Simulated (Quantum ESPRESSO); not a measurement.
**An isovalent swap in MgS: field gradients**

Host, cell and atoms relaxed with PBE and no dispersion term (field gradients by a PBE PAW density (pw.x of a modified build of Quantum ESPRESSO, JTH datasets) with the all-electron reconstruction of Petrilli and co-workers, 20 Ha, k-mesh 5×5×5 through Γ):

```json
[
 {"site": "Mg (atoms 1, 3, 5, 7)", "site symmetry": "m-3m", "Vzz (10²¹ V/m²)": "0", "η_Q": "–", "∣C_Q∣ (MHz)": "0 (²⁵Mg)"},
 {"site": "S (atoms 2, 4, 6, 8)", "site symmetry": "m-3m", "Vzz (10²¹ V/m²)": "0", "η_Q": "–", "∣C_Q∣ (MHz)": "0 (³³S)"}
]
```

Its cell: a = b = c = 5.2354 Å, α = β = γ = 90.00°.

Changed cell (atom 1 is the new one; 20 Ha, k-mesh 5×5×5 through Γ):

```yaml
crystal:
  lattice:
    - [5.37320, 0.00000, 0.00000]
    - [0.00000, 5.37320, 0.00000]
    - [0.00000, 0.00000, 5.37320]
  atoms:
    - { symbol: Ca, position: [0.00000, 0.00000, 0.00000] }
    - { symbol: S, position: [0.50000, 0.00000, 0.00000] }
    - { symbol: Mg, position: [0.00000, 0.50000, 0.50000] }
    - { symbol: S, position: [0.50000, 0.50000, 0.50000] }
    - { symbol: Mg, position: [0.50000, 0.00000, 0.50000] }
    - { symbol: S, position: [0.00000, 0.00000, 0.50000] }
    - { symbol: Mg, position: [0.50000, 0.50000, 0.00000] }
    - { symbol: S, position: [0.00000, 0.50000, 0.00000] }
```
The cell was made here from a computed Materials Project entry: one of 4 Mg replaced by Ca, cell and atoms relaxed (PBE without dispersion, pw.x of Quantum ESPRESSO, symmetry kept). The parent is MgS in Fm-3m; whether this form has been observed was not checked. The swapped cell is a model, not a known phase. Stability against distortions was not tested.

Quadrupole moments taken as inputs (sizes, barn, from the tables of PySCF and pymatgen): ²⁵Mg 0.199, ³³S 0.0678, ⁴³Ca 0.0408.

Convention: |Vzz| is the largest principal value, η_Q = (Vxx − Vyy)/Vzz, |C_Q| = |eQVzz/h|. Cores are frozen. Against all-electron runs on small test molecules, this scheme's |Vzz| missed by −3 % on S.

### Question
What do the sites of the changed cell show?

### Answer
```json
[
 {"site": "Ca (atom 1)", "distance to atom 1 (Å)": "–", "Vzz (10²¹ V/m²)": "0", "η_Q": "–", "∣C_Q∣ (MHz)": "0"},
 {"site": "S1 (atoms 2, 6, 8)", "distance to atom 1 (Å)": "2.69", "Vzz (10²¹ V/m²)": "-5.96", "η_Q": "0.00", "∣C_Q∣ (MHz)": "9.77"},
 {"site": "Mg (atoms 3, 5, 7)", "distance to atom 1 (Å)": "3.80", "Vzz (10²¹ V/m²)": "under 0.2", "η_Q": "–", "∣C_Q∣ (MHz)": "under 0.94"},
 {"site": "S2 (atom 4)", "distance to atom 1 (Å)": "4.65", "Vzz (10²¹ V/m²)": "0", "η_Q": "–", "∣C_Q∣ (MHz)": "0"}
]
```
The swap repeats in every cell, so this is an ordered compound and not a dilute impurity.
